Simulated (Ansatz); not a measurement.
A geometry of ZrO2 away from equilibrium: step 11 of the relaxation of a generated cell, ZrO2 built in the AFLOW prototype A2B_hP9_147_g_ad (B_b, as in ZnAg2). Computed with PBEsol (plane waves to 420 eV, PAW, scalar-relativistic; Ansatz, a quantum-chemistry and plane-wave program). Γ-centred k-mesh 4×4×9 on the run's cell (coarser than for final values), Fermi–Dirac smearing 0.05 eV.

```xyz
9
Lattice="5.6542 0.0000 0.0000 -2.8271 4.8967 0.0000 0.0000 0.0000 3.2287" Properties=species:S:1:pos:R:3:forces:R:3 pbc="T T T" free_energy=-15765.647 pressure_GPa=5.4
Zr     0.0000     0.0000     0.0000    0.0000    0.0000    0.0000
Zr     2.8271     1.6322     2.3917    0.0000    0.0000    0.0025
Zr     0.0000     3.2644     0.8370    0.0000    0.0000   -0.0025
O      1.5298     3.4293     2.4273    0.0104   -0.0026    0.0014
O     -0.6222     1.8572     2.4273   -0.0075   -0.0077    0.0014
O      1.9194    -0.3898     2.4273   -0.0029    0.0103    0.0014
O      1.2973     1.4674     0.8015   -0.0104    0.0026   -0.0014
O     -2.2049     3.0395     0.8015    0.0075    0.0077   -0.0014
O      3.7348     0.3898     0.8015    0.0029   -0.0103   -0.0014
```

Positions in Å, forces in eV/Å, free energy of the cell in eV (comparable only within this code, potentials and settings). Largest force: 0.01 eV/Å, on O4, O5, O6, O7, O8, O9 (atoms numbered as listed); the geometry lies 0.03 eV/atom above the end of its relaxation.

No spin polarisation in the result.

The run could not lose the symmetry of its start: the end is stationary, and may be a saddle point rather than a minimum.

The end of the path is a generated cell of ZrO2: the first start was made by placing the elements on the sites of a structure type, and the end was not matched to a known phase here, so it may be hypothetical. Known forms of ZrO2 include space group No. 14, 137, 225.
